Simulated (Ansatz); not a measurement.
Ge:
```xyz
8
Lattice="-3.4826 3.4826 3.4826 3.4826 -3.4826 3.4826 3.4826 3.4826 -3.4826" Properties=species:S:1:pos:R:3 pbc="T T T"
Ge     1.0408     4.5235    -1.0408
Ge    -1.0408     2.4418     1.0408
Ge     2.4418     2.4418     2.4418
Ge     1.0408     1.0408     1.0408
Ge     4.5235    -1.0408     1.0408
Ge     2.4418     1.0408    -1.0408
Ge    -1.0408     1.0408     4.5235
Ge     1.0408    -1.0408     2.4418
```

Relaxed with r²SCAN.

**Question.** Tabulate the valence density and the electron localisation function along the shortest Ge–Ge contact (2.43 Å), DFT-r²SCAN in the program Ansatz with PAW potentials.

**Answer.** 

```tsv
distance from Ge (Å)	density (e/Å³)	ELF
0.24	27.77	0.21
0.36	13.88	0.14
0.49	5.57	0.20
0.61	2.08	0.30
0.73	0.99	0.43
0.85	0.70	0.55
0.97	0.60	0.66
1.09	0.55	0.75
1.21	0.54	0.79
1.33	0.55	0.75
1.46	0.60	0.66
1.58	0.70	0.55
1.70	0.99	0.43
1.82	2.08	0.30
1.94	5.57	0.20
2.06	13.88	0.14
2.18	27.77	0.21
```

The density is the valence pseudo-density with augmentation charge, so density and ELF within about 1 Å of a nucleus are not all-electron values.

Space group Ia-3. The first step of the workflow began from a Materials Project structure, measured or hypothetical; the Crystallography Open Database copy checked does not list it. It is not the phase usual at ambient conditions (space group No. 227). The r²SCAN relaxation kept the symmetry of its start; whether a distortion lowers the energy is not shown.

Potentials: the earlier of the program's two PAW sets. The files were generated under PBE; for other functionals the program regenerates the frozen cores, and for LDA and PBEsol the local potential too.
